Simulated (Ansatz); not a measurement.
# Band structure of HfC

```yaml
crystal:
  lattice:
    - [0.00000, 2.32500, 2.32500]
    - [2.32500, 0.00000, 2.32500]
    - [2.32500, 2.32500, 0.00000]
  atoms:
    - { symbol: Hf, position: [0.50000, 0.50000, 0.50000] }
    - { symbol: C, position: [0.00000, 0.00000, 0.00000] }
```

Atoms are numbered in the order listed.

The cell comes from COD entry 1539502, which wasn't checked; take it as a given geometry.

Spin–orbit coupling is left out, though it moves levels of the heavy atoms by tenths of an eV or more.

Method: DFT, LDA, all-electron LAPW, scalar-relativistic in Ansatz 0.2.0.

Sampling and basis: a Γ-centred 12×12×12 k mesh, Fermi–Dirac smearing of 0.05 eV, basis error target 0.25 meV/atom, no spin polarisation.

Points in fractions of the reciprocal vectors of this cell: Γ (0, 0, 0), X (0.5, 0, 0.5), U (0.625, 0.25, 0.625), K (0.375, 0.375, 0.75), L (0.5, 0.5, 0.5), W (0.5, 0.25, 0.75). The path joins them by straight lines in the order Γ–X–U–K–Γ–L–W–X; legs that retrace an earlier one aren't tabulated. Energies are in eV from the Fermi level.

(1) List the levels at K between -5 and 3 eV.

(2) List the levels at W between -5 and 3 eV.

(3) List the levels at Γ between -5 and 3 eV.

(4) What is the band gap?

Answers

(1) -3.54, -2.74, -1.66, 1.50.

(2) -3.02, -2.73 (×2).

(3) 1.04 (×3), 1.24 (×3).

(4) none: bands cross the Fermi level, a metal.
